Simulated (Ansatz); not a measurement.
## YHg: strain and displacement

```
Y Hg
1.0
     3.68200    0.00000    0.00000
     0.00000    3.68200    0.00000
     0.00000    0.00000    3.68200
Y Hg
1 1
Cartesian
  1.8410 1.8410 1.8410
  0.0000 0.0000 0.0000
```

Atoms are numbered in the order listed.

The cell comes from COD entry 1523310, which wasn't checked; take it as a given geometry.

Spin polarisation is left out, and whether a magnetic state lies lower isn't shown here.

No spin–orbit coupling, which matters for the heavy atoms here.

All numbers below come from Ansatz 0.2.0, DFT, LDA, all-electron LAPW, scalar-relativistic.

Numerical set-up: a Γ-centred 11×11×11 k mesh, Fermi–Dirac smearing of 0.08 eV, basis error target 0.25 meV/atom, no spin polarisation.

The unchanged cell is at -3.48 GPa.

In a metal, stresses and small energies carry noise from the k mesh.

x, y and z are the Cartesian axes of the cell as listed; fractional coordinates follow a strain, and an engineering shear is twice the off-diagonal strain component.

One change gave: energy change under 1 meV/atom; stress change (xx, yy, zz, yz, xz, xy) 0.02, 0.02, 0.02, -0.32, -0.32, -0.32 GPa, compression positive. Which change was it?
A. equal xy, yz and zx engineering shear strains of +1 %
B. equal xy, yz and zx engineering shear strains of +2 %
C. equal xy, yz and zx engineering shear strains of -1 %
D. equal xy, yz and zx engineering shear strains of -2 %

A. For equal xy, yz and zx engineering shear strains of -2 %: energy change +3 meV/atom; stress change (xx, yy, zz, yz, xz, xy) 0.07, 0.07, 0.07, 0.73, 0.73, 0.73 GPa, compression positive. For equal xy, yz and zx engineering shear strains of -1 %: energy change under 1 meV/atom; stress change (xx, yy, zz, yz, xz, xy) 0.02, 0.02, 0.02, 0.35, 0.35, 0.35 GPa, compression positive. For equal xy, yz and zx engineering shear strains of +2 %: energy change +3 meV/atom; stress change (xx, yy, zz, yz, xz, xy) 0.07, 0.07, 0.07, -0.61, -0.61, -0.61 GPa, compression positive.
